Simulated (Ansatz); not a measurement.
InSb (zinc blende, F-43m) at seven volumes, PBEsol (plane waves, PAW; program Ansatz), scaled uniformly. One row is withheld.

| V (Å³/atom) | P (GPa) |
|---|---|
| 31.512 | 5.05 |
| 32.551 | 3.08 |
| 33.590 | 1.40 |
| 34.629 | 0.00 |
| 35.668 | -1.18 |
| 36.707 | -2.17 |
| 37.745 | ? |

Task: Fit the shown pressures and predict the withheld one.

Result: P = (3/2)B₀(x^(7/2) − x^(5/2))[1 + (3/4)(B′ − 4)(x − 1)] with x = (V₀/V)^(2/3). Least squares on the six rows gives V₀ = 34.631 Å³/atom, B₀ = 42.8 GPa, B′ = 4.73. At V = 37.745, x = 0.9442 and P = -3.01 GPa. The run itself gave -2.99 GPa.

The cell was relaxed with PBEsol under the symmetry of its start. Spin–orbit coupling is left out wherever it is not named.

Potentials: the later of the program's two PAW sets.
